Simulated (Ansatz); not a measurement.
AlAs (CsCl type, space group No. 221) under volume change, DFT-PBE in the program Ansatz with PAW potentials, scaled uniformly.

```csv
V (Å³/atom),E − E(relaxed) (meV/atom),P (GPa)
16.171,…,…
16.705,17.0,5.44
17.238,4.0,2.48
17.771,0.0,0.00
18.304,…,…
18.837,12.8,-3.61
19.370,27.3,-5.09
```

Question: Complete the blanks.

Answer: 
- 18.304, E − E(relaxed) (meV/atom): 3.4
- 18.304, P (GPa): -1.98
- 16.171, E − E(relaxed) (meV/atom): 40.7
- 16.171, P (GPa): 8.86

Question: What does a third-order Birch–Murnaghan fit give for V₀, B₀ and B′?

Answer: V₀ = 17.78 Å³/atom, B₀ = 73.5 GPa, B′ = 5.0.

Space group Pm-3m (CsCl type). A made-up cell: these elements were put on the sites of a structure type; neither database checked (COD, Materials Project) lists it. It is not the phase usual at ambient conditions (space group No. 216). The PBE relaxation kept the symmetry of its start; its stability against distortions is not shown here.

Potentials: the later of the program's two PAW sets.
